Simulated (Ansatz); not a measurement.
**Compressing CaIr2: a fit and a missing row**

CaIr2, Fd-3m, a = 7.485 Å. The structure is a Materials Project entry; whether it is the stable form wasn't checked. Ansatz: PBEsol, PAW, 420 eV, Γ-centred 8×8×8 mesh on 6 atoms, Gaussian smearing 0.10 eV; no spin polarisation. Symmetry fixes shape and atoms, so the cell is only scaled; pressure is positive in compression.

```
V (Å³/atom) P (GPa)
     15.374        ?
     15.898    21.83
     16.422    13.29
     16.946     6.09
     17.470     0.02
     17.995    -5.08
     18.519    -9.38
     19.217   -14.06
```

Problem. Take V0 = 17.470 Å³/atom, count pressures from its P0 = 0.02 GPa, fit the third-order Birch–Murnaghan form to the other rows, and predict the missing pressure.

Solution. With the Eulerian strain f = ½[(V0/V)^(2/3) − 1] and y = (P − P0)/[3f(1 + 2f)^(5/2)], the form is the line y = B0 + 1.5 B0 (B0′ − 4) f. Rows (f, y): 0.03244, 191.5; 0.02105, 189.6; 0.01025, 187.6; -0.00977, 182.8; -0.01906, 181.2; -0.03078, 178.7. Means f = 0.0006883, y = 185.23; Σ(Δf)² = 0.003004, ΣΔfΔy = 0.6212; the slope is their ratio. y = 185.1 + 206.8 f GPa, so B0 = 185.1 GPa and B0′ = 4 + 2 × (206.8)/(3 × 185.1) = 4.74. At V = 15.374, f = 0.04447, y = 194.30 and P = 32.09 GPa. The run gave 31.98 GPa, so the fit is 0.11 GPa too high, a small miss on the scale of the series.

Spin–orbit coupling is left out, which can shift energies with elements as heavy as these.

Cost: 8 runs of about 0.9 core-minutes in all, on Intel Xeon 6975P-C (Granite Rapids) (shared hosts).